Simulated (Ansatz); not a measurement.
Given:

GaAs (zinc blende)

```
CELL_PARAMETERS angstrom
      0.00000     5.74558     5.74558
      2.87279     0.00000     2.87279
      2.87279     2.87279     0.00000
ATOMIC_POSITIONS crystal
  As 0.37500 0.75000 0.75000
  As 0.87500 0.75000 0.75000
  Ga 0.00000 0.00000 0.00000
  Ga 0.50000 0.00000 0.00000
```

A phonon eigenvector at L = (0.5, 0.0, 0.0) is frozen into this cell: atom i moves by Q times the vector below, so Q is the largest atomic displacement, in Å. The cell is held. (q is in reciprocal vectors of the primitive cell; the cell shown is doubled to hold the pattern.)

```tsv
atom	x	y	z
As1	0.577	-0.577	-0.577
As2	-0.577	0.577	0.577
Ga3	0.546	-0.546	-0.546
Ga4	-0.546	0.546	0.546
```

Computed with PBE (plane waves to 420 eV, PAW, scalar-relativistic; Ansatz, a first-principles code). k mesh 5×10×10 (Γ-centred), Fermi-Dirac smearing 0.05 eV. E stands for the smeared free energy. As the smearing reaches across the gap at some points, energies and forces of such displacements shift with the k mesh and the smearing. GaAs was relaxed with its symmetry unable to fall. ΔE is measured from the undisplaced structure.

The scan covers Q from -0.180 to 0.180 Å in 13 points.

Question: Which space group does the distorted structure have?

Answer: R3m (No. 160), lowered from F-43m.

Question: Is this a single well or a double well?

Answer: A single well with its minimum at or next to zero displacement.

Question: What is the energy change at Q = 0.180 Å?

Answer: 593 meV/cell.

Question: What harmonic wavenumber does the curvature at Q = 0 give?

Answer: 197 cm⁻¹.

(A displaced cell: forces are minus the slopes of the energy, force constants its curvatures, and phonons follow from these.)
